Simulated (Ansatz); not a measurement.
ZnCdSeS:
```
ZnCdSeS
1.0
    4.01107     0.00000     0.00000
   -2.00554     3.47369     0.00000
    0.00000     0.00000     6.72183
Zn Cd Se S
1 1 1 1
Direct
  0.33333   0.66667   0.98940
  0.00000   0.00000   0.51900
  0.33333   0.66667   0.35167
  0.00000   0.00000   0.89191
```

Relaxed with PBEsol. Special points in fractions of this cell's reciprocal vectors: Γ (0.000, 0.000, 0.000); M (0.500, 0.000, 0.000); K (0.333, 0.333, 0.000); A (0.000, 0.000, 0.500); L (0.500, 0.000, 0.500); H (0.333, 0.333, 0.500).

**Question.** List the band energies nearest the valence-band maximum at these points for DFT-PBEsol with spin–orbit coupling in the program Ansatz with PAW potentials.

**Answer.** In eV from the valence-band maximum; about four levels below and three above (degenerate sets whole), none deeper than 8.9 eV; points with the same levels are listed once.

```tsv
k	below	above
Γ	-0.22 -0.22 0.00 0.00	0.47 0.47 2.33 2.33
M	-2.15 -2.15 -1.00 -1.00	2.58 2.58 3.27 3.27
K	-2.55 -2.54 -2.24 -2.22	3.37 3.41 4.42
A	-0.41 -0.41 -0.15 -0.15	1.76 1.76 2.89 2.89
L	-2.02 -2.02 -1.33 -1.33	2.28 2.28 2.64 2.64
H	-1.96 -1.89 -1.73 -1.72	3.32 3.36 3.39
```

Space group P3m1. The first step of the workflow began from a Materials Project structure, measured or hypothetical; the Crystallography Open Database copy checked does not list it. Its standing as an ambient phase is unchecked. The PBEsol relaxation kept the symmetry of its start; of distortions, only those at the zone centre were tested.

Potentials: the later of the program's two PAW sets.
